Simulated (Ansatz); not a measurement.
# What a trial cell of Zn relaxes into

Level of theory: Ansatz 0.2.0, DFT r2SCAN, scalar-relativistic, plane waves, PAW. Cutoff 500 eV, Γ-centred k mesh, Gaussian smearing, no spin polarisation in the final step.

Zn was placed on the samarium (9R) structure type (R-3m, No. 166), at a guessed volume.

```yaml
crystal:
  lattice:
    - [1.46719, 0.84708, 7.09082]
    - [-1.46719, 0.84708, 7.09082]
    - [0.00000, -1.69416, 7.09082]
  atoms:
    - { symbol: Zn, position: [0.00000, 0.00000, 0.00000] }
    - { symbol: Zn, position: [0.22222, 0.22222, 0.22222] }
    - { symbol: Zn, position: [0.77778, 0.77778, 0.77778] }
```

Cell and atoms relax at zero pressure; the relaxation can't lower the symmetry of the start. After a coarse first stage the cell is made exact in the group found at 0.06 Å.

Task: Describe the relaxed structure.

Result: It keeps R-3m (No. 166). The result has the samarium (9R) structure. Conventional cell: a = 2.594 Å, c = 22.493 Å. Zn on Wyckoff site a (1 atom of the primitive cell) is coordinated by 6 Zn at 2.59 Å and 6 Zn at 2.92 Å; Zn on Wyckoff site c (2 atoms of the primitive cell) is coordinated by 6 Zn at 2.59 Å and 6 Zn at 2.89–2.92 Å.

```xyz
3
Lattice="1.2972 0.7490 7.4978 -1.2972 0.7490 7.4978 0.0000 -1.4979 7.4978" Properties=species:S:1:pos:R:3 pbc="T T T"
Zn    0.0000    0.0000    0.0000
Zn    0.0000    0.0000    4.9864
Zn    0.0000    0.0000   17.5069
```

Task: What are its volume, density and gap?

Result: The volume per atom is 14.57 Å³. The density is 7.45 g/cm³ and the gap on the 21×21×21 mesh is 0 eV (a metal).

The final run used a 21×21×21 mesh on its 3-atom cell and 0.10 eV smearing. A structure relaxed within its symmetry needn't be a true minimum. The steps took roughly 19 core-minutes in all.